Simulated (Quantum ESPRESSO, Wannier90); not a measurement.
# Wannierisation of InHO2 (Pnnm)

```
begin unit_cell_cart
ang
    4.5239300000    0.0000000000    0.0000000000
    0.0000000000    5.2805800000    0.0000000000
    0.0000000000    0.0000000000    3.2885100000
end unit_cell_cart
begin atoms_frac
In   0.5000000000  0.5000000000  0.5000000000
In   0.0000000000  0.0000000000  0.0000000000
H    0.5000000000  0.0000000000  0.5000000000
H    0.0000000000  0.5000000000  0.0000000000
O    0.2796600000 -0.1306300000  0.5000000000
O   -0.2796600000  0.1306300000  0.5000000000
O   -0.2203400000 -0.3693700000  0.0000000000
O    0.2203400000  0.3693700000  0.0000000000
end atoms_frac
```

Structure: Materials Project mp-632711, symmetrised, not relaxed again. Not found in the COD (Crystallography Open Database) copy used, which has the formula in other groups; not checked further. Level: PBEsol, spinors with spin-orbit coupling; pw.x of Quantum ESPRESSO at 68 Ry with PseudoDojo potentials, 4×4×6 k-points, Wannier90. Density: 8×6×10 mesh, Gaussian smearing 0.01 Ry.

Bands 1-4 form an isolated set from -18.26 to -17.35 eV relative to the valence-band maximum (on the path) and are turned into 4 Wannier functions by minimising the spread from the start: SCDM (isolated).

Centres (Cartesian, Å; one of the equivalent choices) and spreads:

| n | x | y | z | spread (Å²) | nearest atom |
|---|---|---|---|---|---|
| 1 | -2.262 | 0.000 | -1.644 | 2.071 | H3 |
| 2 | 0.000 | 2.640 | 0.000 | 2.071 | H4 |
| 3 | 0.000 | 2.640 | 0.000 | 2.071 | H4 |
| 4 | -2.262 | 0.000 | 1.644 | 2.071 | H3 |

Ω_I = 8.25 Å², Ω_total = 8.28 Å²; the interpolated bands follow pw.x to 2.8 meV rms on the path. Only this start was tried; a symmetric start can stop on a saddle, and mixtures of these functions could lower the total by at most Ω_total − Ω_I.
